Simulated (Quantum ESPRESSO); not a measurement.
## Al7GeAs7Si (convergence and cost over cutoff and k mesh)

Computed values, not a measurement. The program is pw.x of Quantum ESPRESSO 7.5 (plane-wave density functional theory). The cell is made up: 16 atoms on a doubled zincblende/diamond lattice, with randomly drawn elements, strain and displacements, not relaxed. PseudoDojo standard norm-conserving files (v0.5 for PBE, v0.4.1 for LDA and PBEsol) set the functional; there is no spin polarisation, spin-orbit coupling or dispersion term, and the masses in the input are unused placeholders.

Input of the run in row 4:

```
&control calculation='scf', pseudo_dir='./dojo.nc.sr.pbe.v0_5.standard.upf', outdir='./o', disk_io='medium', tprnfor=.true., tstress=.true. /
&system ibrav=0, nat=16, ntyp=4, nbnd=78, ecutwfc=84.00895049, nosym=.true., tot_charge=0,
 occupations='smearing', smearing='fd', degauss=0.0018374661
/
&electrons conv_thr=7.350e-09, electron_maxstep=60, /
ATOMIC_SPECIES
Al 1.0 Al.upf
As 1.0 As.upf
Ge 1.0 Ge.upf
Si 1.0 Si.upf
CELL_PARAMETERS angstrom
5.6956 0.0 0.0
0.0 5.6956 0.0
0.0 0.0 11.3912
ATOMIC_POSITIONS angstrom
Al 0.0365 0.0022 -0.0088
Al -0.0001 2.8121 2.8637
Al 2.8475 0.0041 2.8194
Al 2.8761 2.7835 0.0071
Ge 0.0388 -0.009 5.6687
Al -0.025 2.8471 8.5654
Al 2.844 -0.0322 8.581
Al 2.8475 2.8443 5.6892
As 1.3975 1.4449 1.3706
As 1.3904 4.2584 4.2532
As 4.2409 1.4046 4.2398
As 4.2562 4.2645 1.3847
As 1.4118 1.3882 7.1284
As 1.4821 4.2746 9.9984
As 4.2774 1.4148 9.9702
Si 4.2998 4.2747 7.1234
K_POINTS automatic
4 4 2 1 1 1
```

The same cell was run at these settings. Meshes are shifted by half a step, and differences are from the last row, which is itself not exact.

| cutoff (eV) | k mesh | k points solved | threshold (eV) | free energy less the last row's (eV) | pressure (GPa) | largest stress difference (GPa) | largest force difference (eV/Å) | iterations | wall time (s) | k-point pools | processor |
| --- | --- | --- | --- | --- | --- | --- | --- | --- | --- | --- | --- |
| 800 | 2 x 2 x 2 | 4 | 1e-04 | 17.688 | -66.60 | 68.93 | 0.030 | 10 | 302 | 1 | AMD EPYC, Zen 5 class |
| 1143 | 2 x 2 x 2 | 4 | 1e-07 | 0.280 | 1.51 | 0.66 | 0.014 | 13 | 655 | 1 | AMD EPYC, Zen 5 class |
| 784 | 4 x 4 x 2 | 16 | 1e-07 | 22.592 | -82.18 | 83.60 | 0.015 | 13 | 1005 | 1 | AMD EPYC, Zen 5 class |
| 1143 | 4 x 4 x 2 | 16 | 1e-07 | 0.020 | 1.41 | 0.00 | 0.003 | 13 | 2775 | 1 | AMD EPYC, Zen 5 class |
| 1437 | 6 x 6 x 4 | 72 | 1e-07 | 0.000 | 1.42 | 0.00 | 0.000 | 13 | 1398 | 4 | AMD EPYC, Zen 5 class |

Each pool is one process. Wall times include start-up and a band step at six k points, which weighs most on the coarsest meshes. The runs were on shared virtual cores whose load varied, so times are rough.